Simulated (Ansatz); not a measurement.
# What DFT gives for KHf2Au4

```yaml
crystal:
  lattice:
    - [7.59832, -0.47120, -1.71566]
    - [1.79322, 5.91974, -1.32171]
    - [-0.94915, 0.97526, 7.44259]
  atoms:
    - { symbol: K, position: [0.58640, 0.91950, 0.36444] }
    - { symbol: K, position: [0.74328, 0.18127, 0.93944] }
    - { symbol: Au, position: [0.31004, 0.63091, 0.53653] }
    - { symbol: Au, position: [0.17028, 0.41620, 0.21754] }
    - { symbol: Au, position: [0.33509, 0.33673, 0.93702] }
    - { symbol: Au, position: [0.39073, 0.06037, 0.65979] }
    - { symbol: Au, position: [0.97773, 0.98393, 0.59059] }
    - { symbol: Au, position: [0.98284, 0.73889, 0.85390] }
    - { symbol: Au, position: [0.81646, 0.64975, 0.11990] }
    - { symbol: Au, position: [0.66367, 0.61231, 0.74851] }
    - { symbol: Hf, position: [0.04811, 0.40467, 0.57216] }
    - { symbol: Hf, position: [0.35690, 0.79139, 0.92220] }
    - { symbol: Hf, position: [0.12760, 0.99914, 0.29213] }
    - { symbol: Hf, position: [0.56563, 0.41941, 0.31440] }
```

The numbers come from plane-wave PAW DFT (Ansatz): r2SCAN, no spin polarisation, 500 eV, 3×3×3 (shifted by 0, 0.5, 0.5 steps) k points, fermi-dirac occupations (width 0.1 eV). Nothing was relaxed.

- Forces: The largest is on Au4: 1.54 eV/Å, components (0.03, -1.51, 0.33). It makes 114° with the line to a nearest neighbour, Au3 at 2.65 Å.
- At the Fermi level: It is a metal on this mesh, though the bands barely overlap, with about 12 states/eV a cell as the mean within 0.25 eV of the Fermi level, mostly Hf d (67 %).
- Contacts: Au–Au at 2.64 Å: least valence density 0.45 e/Å³ and ELF 0.25 there. Au–Hf at 2.87 Å: least valence density 0.29 e/Å³ and ELF 0.28 there. K–Au at 3.05 Å: least valence density 0.14 e/Å³ and ELF 0.06 there. Both are smooth PAW fields, read partly inside the augmentation spheres.
- Stress: The pressure is -3.6 GPa (compression positive), so with the atoms held at these fractions the cell would first shrink; the forces are large, so a full relaxation may end otherwise. The principal stresses -6.3, -3.3, -1.0 GPa differ, so its shape would change too.

Origin: a disordered cell, so it need not be a known compound. Caveats: the k mesh is coarse if the cell is a metal; atoms or cell far from equilibrium.
